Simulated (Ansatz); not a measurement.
Relaxed SnSe₂ (CdI2 type):

```xyz
6
Lattice="7.6806 0.0000 0.0000 -1.9201 3.3258 0.0000 0.0000 0.0000 6.0057" Properties=species:S:1:pos:R:3 pbc="T T T"
Sn     0.0000     0.0000     0.0000
Sn     3.8403     0.0000     0.0000
Se     0.0000     2.2172     1.5935
Se     3.8403     2.2172     1.5935
Se     1.9201     1.1086     4.4122
Se     5.7604     1.1086     4.4122
```

The numbers are results of PBE-D3(BJ) (plane waves to 420 eV, PAW, scalar-relativistic; Ansatz, a first-principles code), not measurements. k mesh 4×8×5 (Γ-centred), Fermi-Dirac smearing 0.05 eV. SnSe2 was relaxed with its symmetry unable to fall.

One atom of the cell was then moved (with its periodic images), all else fixed, and the forces (eV/Å) came out as:

| atom | Fx | Fy | Fz |
|---|---|---|---|
| Sn1 | -0.478 | 0.213 | -0.444 |
| Sn2 | -0.078 | -0.032 | 0.195 |
| Se3 | 1.038 | -0.023 | 0.248 |
| Se4 | -0.292 | -0.135 | -0.008 |
| Se5 | -0.072 | 0.070 | 0.057 |
| Se6 | -0.119 | -0.093 | -0.048 |

**Question.** Which atom was moved, and by which vector (Å)?

**Answer.** Se3, by (-0.22, 0.00, 0.00), 0.22 Å in all.

(A displaced cell: forces are minus the slopes of the energy, force constants its curvatures, and phonons follow from these.)
